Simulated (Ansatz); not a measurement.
**Question.** Each is relaxed and computed with DFT-r²SCAN in the program Ansatz with PAW potentials. Which is the only metal?
(A) Ba2CdMoO6, Fm-3m (Ba on 8c, Cd on 4b, Mo on 4a, O on 24e)
(B) In2Si2O7, C2/m (Pearson symbol mS22)
(C) SiNi3Mo2, P6_3/mmc (Si on 2a, Ni on 6h, Mo on 4f)
(D) SiO2, rutile

**Answer.** C, SiNi3Mo2, P6_3/mmc (Si on 2a, Ni on 6h, Mo on 4f). SiNi3Mo2: metal; Ba2CdMoO6: gap 2.67 eV (indirect); SiO2: gap 6.51 eV (direct); In2Si2O7: gap 3.63 eV (direct). Spin orders computed, not proven ground states: SiNi3Mo2, P6_3/mmc (Si on 2a, Ni on 6h, Mo on 4f) ferromagnetic. Not the usual ambient phase: SiO2, rutile. Standing as an ambient phase not checked: SiNi3Mo2, P6_3/mmc (Si on 2a, Ni on 6h, Mo on 4f); Ba2CdMoO6, Fm-3m (Ba on 8c, Cd on 4b, Mo on 4a, O on 24e); In2Si2O7, C2/m (Pearson symbol mS22). All cells were relaxed under the symmetry of their starts (and spin orders); stability against distortions was not tested throughout. Rows with no word on spin ran without spin polarisation. Scalar-relativistic: spin–orbit coupling is off unless named, which matters more the heavier the elements.

Potentials: the later of the program's two PAW sets.
